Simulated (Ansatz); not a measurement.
SiO₂:
```
SiO2
1.0
    5.05939     0.00000     0.00000
   -2.52970     4.38156     0.00000
    0.00000     0.00000     5.54081
Si O
3 6
Direct
  0.00000   0.50000   0.33333
  0.50000   0.00000   0.00000
  0.50000   0.50000   0.66667
  0.58350   0.79175   0.83333
  0.79175   0.58350   0.50000
  0.20825   0.79175   0.16667
  0.41650   0.20825   0.83333
  0.20825   0.41650   0.50000
  0.79175   0.20825   0.16667
```

Relaxed with r²SCAN.

Problem. Map the electron localisation function on the plane through (0.500, 0.500, 0.667) spanned by u = [0, 0, 1] and v = [1, -1, 0] in lattice vectors, from r²SCAN in the plane-wave PAW code Ansatz.

Solution. x is the fraction of u, y of v (the angle between them is 90°; rows are the nearest grid lines); atoms in the plane: Si at (0.00, 0.00), O at (0.50, 0.71), O at (0.50, 0.29).
```
y \ x   0.000  0.107  0.179  0.286  0.357  0.464  0.536  0.643  0.714  0.821  0.893   1.00
------  -----  -----  -----  -----  -----  -----  -----  -----  -----  -----  -----  -----
1.00    0.691  0.094  0.152  0.047  0.020  0.003  0.003  0.020  0.047  0.152  0.094  0.691
0.925   0.122  0.660  0.657  0.360  0.096  0.010  0.010  0.096  0.360  0.657  0.660  0.122
0.850   0.091  0.482  0.586  0.212  0.056  0.287  0.287  0.056  0.212  0.586  0.482  0.091
0.775   0.020  0.112  0.134  0.131  0.590  0.801  0.801  0.590  0.131  0.134  0.112  0.020
0.700   0.004  0.014  0.030  0.399  0.798  0.427  0.427  0.798  0.399  0.030  0.014  0.004
0.625   0.005  0.029  0.032  0.073  0.529  0.835  0.835  0.529  0.073  0.032  0.029  0.005
0.550   0.004  0.011  0.014  0.007  0.022  0.180  0.180  0.022  0.007  0.014  0.011  0.004
0.450   0.004  0.011  0.014  0.007  0.022  0.180  0.180  0.022  0.007  0.014  0.011  0.004
0.375   0.005  0.029  0.032  0.073  0.529  0.835  0.835  0.529  0.073  0.032  0.029  0.005
0.300   0.004  0.014  0.030  0.399  0.798  0.427  0.427  0.798  0.399  0.030  0.014  0.004
0.225   0.020  0.112  0.134  0.131  0.590  0.801  0.801  0.590  0.131  0.134  0.112  0.020
0.150   0.091  0.482  0.586  0.212  0.056  0.287  0.287  0.056  0.212  0.586  0.482  0.091
0.0750  0.122  0.660  0.657  0.360  0.096  0.010  0.010  0.096  0.360  0.657  0.660  0.122
0.000   0.691  0.094  0.152  0.047  0.020  0.003  0.003  0.020  0.047  0.152  0.094  0.691
```

The density is the valence pseudo-density with augmentation charge, so density and ELF within about 1 Å of a nucleus are not all-electron values.

Space group P6_422. This is a known high-temperature phase of the composition, computed here at zero pressure and temperature. The r²SCAN relaxation kept the symmetry of its start; whether a distortion lowers the energy is not shown.

Potentials: the later of the program's two PAW sets.
